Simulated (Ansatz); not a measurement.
## ⁵⁷Fe Mössbauer parameters in FeNi₃

Cell: an entry of the Crystallography Open Database (COD) whose atoms were relaxed with PBE, the cell held.

```
Fe Ni
1.0
     3.54500    0.00000    0.00000
     0.00000    3.54500    0.00000
     0.00000    0.00000    3.54500
Fe Ni
1 3
Direct
  0.00000 0.00000 0.00000
  0.00000 0.50000 0.50000
  0.50000 0.00000 0.50000
  0.50000 0.50000 0.00000
```

Atoms are numbered from 1 in the order listed; like atoms form one site, named after its first atom.

The numbers come from a DFT calculation in Ansatz (r2SCAN, plane waves and PAW, scalar-relativistic, collinear spin, 500 eV cutoff, Γ-centred 9×9×9 k-points, Fermi–Dirac smearing 0.05 eV). Start moments as typed (μB): 3 on each Fe, 1.5 on each Ni.

Isomer shifts (against α-Fe) follow from the electron density at the nucleus, δ = α(ρ − ρ₀), with α = -0.330 mm s⁻¹ a₀³ and ρ₀ = 14889.24 a₀⁻³ from a line fitted to 9 measured compounds at this level of theory (rms miss 0.08 mm/s). ΔE_Q = ½eQV_zz(1 + η²/3)^½ with Q = 0.160 b for the 14.4 keV state. B_c is the Fermi-contact field along the atom's own moment; orbital and dipolar fields are not included.

Problem. Give the isomer shift and quadrupole splitting and contact field of each Fe site.

Solution. 

```csv
site,atoms,first shell,ρ − ρ₀ (a₀⁻³),δ (mm/s),ΔE_Q (mm/s),η,|m| (μB),B_c (T)
Fe,1,12 Ni at 2.51 Å,0.20,-0.07,0.00,–,3.22,-11.3
```



At this cell the r2SCAN pressure is -5 GPa, so with r2SCAN the cell would shrink if it were relaxed. The entry's cell may itself be off. The program didn't check the stability of this electronic state in full, so a lower one may lie near. The magnetic order is the one that the run reached from its start moments, not necessarily the measured one. Semilocal functionals underestimate the core's spin polarisation, so contact fields of ionic iron come out too small in magnitude. On Fe B_c is a small difference of large parts, and can be wrong severalfold and even in sign.
